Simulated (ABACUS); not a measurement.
Input and output of a self-consistent single point for YSi2 (C2/c, 6 atoms in the cell; from Materials Project mp-12769, lattice scaled a little) (ABACUS).

All values come from this method and carry its errors: PBEsol, PseudoDojo 0.4 standard norm-conserving PBEsol (tails mended) pseudopotentials (plane waves; ABACUS).

```
CELL_PARAMETERS angstrom
      2.85888    -2.85766     0.00000
      2.85888     2.85766     0.00000
     -2.75331     0.00000     7.44948
ATOMIC_POSITIONS crystal
  Y  0.62554 0.37446 0.75000
  Y  0.37446 0.62554 0.25000
  Si 0.04299 0.79141 0.58513
  Si 0.95701 0.20859 0.41487
  Si 0.20859 0.95701 0.91487
  Si 0.79141 0.04299 0.08513
```

Reference input (self-consistent single point, DFT, PBEsol, plane waves, PseudoDojo 0.4 standard norm-conserving PBEsol (tails mended) pseudopotentials): KPT = Gamma 6 6 3 0 0 0; basis_type = pw; ecutwfc = 72 Ry; smearing_method = fd; smearing_sigma = 0.00999582 Ry; potentials = PseudoDojo 0.4 standard norm-conserving PBEsol (tails mended); symmetry = 1; ks_solver = dav; scf_nmax = 100; scf_thr = 1.0e-09 Ry; mixing_type = broyden. This run's input differs from it in these lines:

```diff
@@ -6,3 +6,3 @@
 pseudo_dir           ./
-ecutwfc              72.0
+ecutwfc              36.0
 symmetry             1
```

Log, with long lists cut:

```
 SELF-CONSISTENT
 -------------------------------------------
                                 init_chg = atomic

 PW ALGORITHM --------------- ION=   1  ELEC=   1--------------------------------

 Notice: Threshold on eigenvalues was too large.

 Density error is 0.106143103214
                          Error Threshold = 0.000276970068983
 E_KohnSham     -197.0487219840      -2680.9854026007
 E_Fermi        0.7449553812         10.1356379397

 PW ALGORITHM --------------- ION=   1  ELEC=   2--------------------------------

 Density error is 0.028134143936
                          Error Threshold = 0.000279323955826
   [... lines left out ...]

 Density error is 3.50773026745e-09
                          Error Threshold = 4.07791150346e-11
 E_KohnSham     -197.0796321888      -2681.4059575122
 E_Fermi        0.7477258272         10.1733317916

 PW ALGORITHM --------------- ION=   1  ELEC=   8--------------------------------

 Density error is 1.65700095087e-10
                          Error Threshold = 9.23086912487e-12
 E_KohnSham     -197.0796321892      -2681.4059575171
 E_KS(sigma->0) -197.0739449326      -2681.3285784216
 E_entropy(-TS) -0.0113745132        -0.1547581909
 E_Fermi        0.7477254799         10.1733270670
 charge density convergence is achieved
 final etot is -2681.4059575 eV
 EFERMI = 10.173327067 eV

 STATE ENERGY(eV) AND OCCUPATIONS    NSPIN == 1
   [... 26 lines left out ...]

 TOTAL-FORCE (eV/Angstrom)
                        Y1         0.0000000000         0.0178815783         0.0000000000
                        Y2         0.0000000000        -0.0178815783         0.0000000000
                       Si1        -0.0103451279        -0.0065687470         0.1066044496
                       Si2         0.0103451279         0.0065687470        -0.1066044496
                       Si3         0.0103451279        -0.0065687470        -0.1066044496
                       Si4        -0.0103451279         0.0065687470         0.1066044496

 TOTAL-STRESS (KBAR)
      -166.8160238201         0.0000000000         0.3976908779
         0.0000000000      -164.4216678407        -0.0000000000
         0.3976908779         0.0000000000      -178.4903375877
 TOTAL-PRESSURE: -169.909343 KBAR

 --------------------------------------------
 !FINAL_ETOT_IS -2681.4059575170895187 eV
 --------------------------------------------
```

The run converged in 8 iterations. Against the reference run the free energy goes up by 385 meV/atom, the pressure goes from -6.31 to -16.99 GPa and the largest force moves little (0.106 to 0.107 eV/Å).

This run is one point of a test of settings, so its values need not be converged; read them against the reference run alone. The structure comes from a collection of computed structures, made at another level of theory; the collection holds predicted forms beside known ones. Its lattice was then scaled. No clean gap shows at this smearing width and mesh (spacing up to 0.28 Å⁻¹); the mesh is coarse for partly filled bands, so the values carry mesh errors.

Cost on one core: very roughly 60 core-seconds.

At a cut-down plane-wave cutoff the stress holds a Pulay term: a spurious tension from the incomplete basis, which lowers the pressure; energies, forces and gaps of such rows are unconverged too.

“Tails mended”: in these copies of the files the far tail of each local potential was reset to the Coulomb form.
